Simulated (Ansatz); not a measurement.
CoPdO$_{2}$:
```xyz
4
Lattice="1.4129 0.8157 5.9181 -1.4129 0.8157 5.9181 0.0000 -1.6314 5.9181" Properties=species:S:1:pos:R:3 pbc="T T T"
Pd     0.0000     0.0000     0.0000
Co     0.0000     0.0000     8.8772
O      0.0000     0.0000     1.9998
O      0.0000     0.0000    15.7545
```

Relaxed with r²SCAN.

Task: Map the electron localisation function on the plane through (0.000, 0.000, 0.000) spanned by u = [1, 0, 0] and v = [-1, 1, 1] in lattice vectors, from r²SCAN (plane waves, PAW; program Ansatz).

Result: x is the fraction of u, y of v (the angle between them is 44°; rows are the nearest grid lines); atoms in the plane: Pd at (0.00, 0.00), Co at (0.00, 0.50), O at (0.23, 0.11), O at (0.77, 0.89).
```
y \ x   0.000  0.0968  0.194  0.258  0.355  0.452  0.548  0.645  0.742  0.806  0.903   1.00
------  -----  ------  -----  -----  -----  -----  -----  -----  -----  -----  -----  -----
1.00    0.206   0.442  0.359  0.800  0.804  0.283  0.283  0.804  0.800  0.359  0.442  0.206
0.912   0.533   0.468  0.441  0.125  0.474  0.334  0.066  0.739  0.328  0.667  0.303  0.533
0.853   0.184   0.560  0.439  0.241  0.081  0.096  0.039  0.321  0.692  0.369  0.816  0.184
0.765   0.426   0.156  0.229  0.201  0.132  0.023  0.015  0.036  0.294  0.786  0.839  0.426
0.706   0.436   0.065  0.159  0.197  0.185  0.073  0.017  0.036  0.094  0.127  0.523  0.436
0.618   0.156   0.079  0.038  0.112  0.199  0.173  0.065  0.030  0.086  0.267  0.442  0.156
0.529   0.969   0.387  0.067  0.033  0.123  0.195  0.165  0.054  0.049  0.114  0.691  0.969
0.471   0.969   0.691  0.114  0.049  0.054  0.165  0.195  0.123  0.033  0.067  0.387  0.969
0.382   0.156   0.442  0.267  0.086  0.030  0.065  0.173  0.199  0.112  0.038  0.079  0.156
0.294   0.436   0.523  0.127  0.094  0.036  0.017  0.073  0.185  0.197  0.159  0.065  0.436
0.235   0.426   0.839  0.786  0.294  0.036  0.015  0.023  0.132  0.201  0.229  0.156  0.426
0.147   0.184   0.816  0.369  0.692  0.321  0.039  0.096  0.081  0.241  0.439  0.560  0.184
0.0882  0.533   0.303  0.667  0.328  0.739  0.066  0.334  0.474  0.125  0.441  0.468  0.533
0.000   0.206   0.442  0.359  0.800  0.804  0.283  0.283  0.804  0.800  0.359  0.442  0.206
```

The density is the valence pseudo-density with augmentation charge, so density and ELF within about 1 Å of a nucleus are not all-electron values.

Space group R-3m. The cell was relaxed with r²SCAN under the symmetry of its start. The workflow began spin-polarised and lost its moments. No Hubbard U is applied.

Potentials: the later of the program's two PAW sets.
